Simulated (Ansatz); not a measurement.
As (A7 type, space group R-3m)

```
As
1.0
    1.87270     1.08120     3.25149
   -1.87270     1.08120     3.25149
    0.00000    -2.16240     3.25149
As
2
Direct
  0.23274   0.23274   0.23274
  0.76726   0.76726   0.76726
```

In each cell atom 2 (As, nearest neighbour As at 2.517 Å; its periodic images, 3.7 Å or more away, move with it) moves by s·(0.000, 0.000, 1.000) (along Cartesian z), the rest being held.

All values below come from PBEsol-D3(BJ) (plane waves to 420 eV, PAW, scalar-relativistic; Ansatz, an electronic-structure program). k mesh 12×12×12 (Γ-centred), Fermi-Dirac smearing 0.05 eV. Energies are smeared free energies. With partly filled bands, energies and forces of such displacements shift with the k mesh and the smearing. As was relaxed with its symmetry unable to fall. The zero of ΔE is the undisplaced structure.

Successive frames, forces in eV/Å:

```json
[
 {"frame": "s = 0.000 Å", "ΔE (meV/cell)": "0", "F on As1": "(0.000, 0.000, -0.014)", "F on As2": "(0.000, 0.000, 0.014)"},
 {"frame": "s = -0.050 Å", "ΔE (meV/cell)": "9", "F on As1": "(0.000, 0.000, -0.342)", "F on As2": "(0.000, 0.000, 0.342)"},
 {"frame": "s = -0.100 Å", "ΔE (meV/cell)": "32", "F on As1": "(0.000, 0.000, -0.569)", "F on As2": "(0.000, 0.000, 0.569)"}
]
```

**Question.** What are the energy and the forces in the next frame, s = -0.150 Å?

**Answer.** ΔE (meV/cell) = 64.

```csv
atom,Fx,Fy,Fz
As1,0.000,0.000,-0.686
As2,0.000,0.000,0.686
```

(For displaced atoms, the force is minus the slope of the energy, and its curvature is a force constant, which sets phonon frequencies.)
